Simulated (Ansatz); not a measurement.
# TiC: stationary points along a deformation path

These are results of Ansatz 0.2.0, DFT LDA, scalar-relativistic, plane waves, PAW, not measurements. Cutoff 420 eV, Γ-centred 20×20×20 k-points, Gaussian smearing of 0.15 eV. No spin polarisation. Energies are free energies at this smearing, counted from the undisturbed cell; pressure is positive in compression.

Reference structure (as given, not relaxed at this level; it stands at -12.0 GPa):

```yaml
crystal:
  lattice:
    - [0.00000, 2.16400, 2.16400]
    - [2.16400, 0.00000, 2.16400]
    - [2.16400, 2.16400, 0.00000]
  atoms:
    - { symbol: Ti, position: [0.00000, 0.00000, 0.00000] }
    - { symbol: C, position: [0.50000, 0.50000, 0.50000] }
```

At fixed volume and fractional coordinates, lengths along (0.000, 0.000, 1.000) are scaled against those across it; ρ is that ratio over its starting value. V = 10.134 Å³/atom. Δσ is the stress along the axis less the mean stress across it (compression positive).

```csv
ρ,ΔE (meV/atom),Δσ (GPa),space group
0.650,2369.7,280.81,I4/mmm
0.707,1465.3,229.19,I4/mmm
0.780,673.2,149.35,I4/mmm
0.850,256.1,83.36,I4/mmm
0.920,60.3,36.22,I4/mmm
1.000,0.0,0.00,Fm-3m
1.100,64.7,-31.22,I4/mmm
1.200,228.9,-58.61,I4/mmm
1.300,472.3,-86.08,I4/mmm
1.414,831.9,-117.07,I4/mmm
1.500,1151.9,-140.40,I4/mmm
```

Problem. How does the stress give the slope of the energy, and where is the energy stationary?

Solution. Along the path d ln(length) is 2/3 d ln ρ on the axis and −1/3 d ln ρ across it, so dE/d ln ρ = −(2/3) V Δσ: the energy falls with ρ where Δσ is positive. Δσ vanishes or changes sign at ρ = 1.000 (Fm-3m), a minimum at 0.0 meV/atom. Pairs of stationary points between two samples would go unseen, and could change a minimum read from distant neighbours into a maximum. At ρ = 1.000 the cell is cubic, where symmetry alone makes the stress isotropic and the slope zero.

Problem. Which shear constant sets the curvature at ρ = 1?

Solution. For a cubic crystal E/V = (2/3) C (ln ρ)² with C = C′ = (C11 − C12)/2, so Δσ = −2C ln ρ. The parabola of Δσ against ln ρ through ρ = 0.920, 1 and 1.100 gives C ≈ 192 GPa with the ions clamped, rough because the steps are large. It is the stress–strain coefficient at this cell's pressure of -12.0 GPa, not the zero-pressure constant.

Problem. Integrate that slope from ρ = 1 to 1.300 by the trapezoid rule.

Solution. With V/N in Å³ and 1 eV/Å³ = 160.2 GPa the slopes at ρ = 1.000, 1.100, 1.200, 1.300 are 0, 1316, 2471, 3630 meV/atom per unit of ln ρ. The steps add 62.7 + 164.8 + 244.2 = 471.7 meV/atom, against 472.3 from the energies; the trapezoid rule misses the curvature of the slope within each step.

In a metal these slopes depend on the k mesh and the smearing.